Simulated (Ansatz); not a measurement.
A generated cell, not matched to a known phase here, of CsPbCl3: Pnma (No. 62), oP20, AFLOW prototype AB3C_oP20_62_c_cd_a (as in CaTiO3); a = 8.047 Å, b = 11.280 Å, c = 7.839 Å, α = β = γ = 90.00°; Cs 4c (0.051, 0.750, 0.487); Pb 4a (0.000, 0.000, 0.000); Cl 4c (0.011, 0.250, 0.066); Cl 8d (0.208, 0.035, 0.706). Method: r2SCAN (plane waves to 500 eV, PAW, scalar-relativistic; Ansatz, a quantum-chemistry and plane-wave program). Element references, the lowest calculated here: Pb (Fm-3m), Cs (Im-3m), Cl (Cmce); gases are represented by their molecular solids.

Problem. What formation energy of this Pnma form of CsPbCl3 from the elements does r2SCAN give?

Solution. -1.72 eV/atom.

A lower structure of this composition may exist. Known forms of CsPbCl3 include space group No. 221.

Static energies, no anion corrections, no zero-point energy. Values are rounded to 0.01 eV/atom. Not shown to be the ambient phase of their composition (a lower form may be missing, and a cell relaxed within its start's symmetry can be a saddle point): CsPbCl3 (Pnma). Spin-orbit coupling is missing from these energies, which matters for elements this heavy. The compounds carry no spin polarisation.
